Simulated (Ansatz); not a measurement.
GaSb in space group Pm-3n (No. 223; Ga on 6c, Sb on 6d) at seven volumes, r²SCAN in the plane-wave PAW code Ansatz, scaled uniformly. One row is withheld.

```csv
V (Å³/atom),P (GPa)
32.902,4.70
33.986,2.86
35.071,1.31
36.156,0.00
37.240,?
38.325,-1.95
39.410,-2.73
```

**Question.** Fit the shown pressures and predict the withheld one.

**Answer.** Third-order Birch–Murnaghan: P = (3/2)B₀(x^(7/2) − x^(5/2))[1 + (3/4)(B′ − 4)(x − 1)] with x = (V₀/V)^(2/3). Least squares on the six rows gives V₀ = 36.170 Å³/atom, B₀ = 39.23 GPa, B′ = 4.97. At V = 37.240, x = 0.9808 and P = -1.06 GPa. The run itself gave -1.10 GPa.

The start of the workflow was typed in or built on a structure type; neither database checked (COD, Materials Project) lists it. It is not the phase usual at ambient conditions (space group No. 216). Symmetry was held in the r²SCAN relaxation; its stability against distortions is not shown here. The volume moved by 29 % from the start of the relaxation. Spin–orbit coupling is left out wherever it is not named.

Potentials: the earlier of the program's two PAW sets. The files were generated under PBE; for other functionals the program regenerates the frozen cores, and for LDA and PBEsol the local potential too.
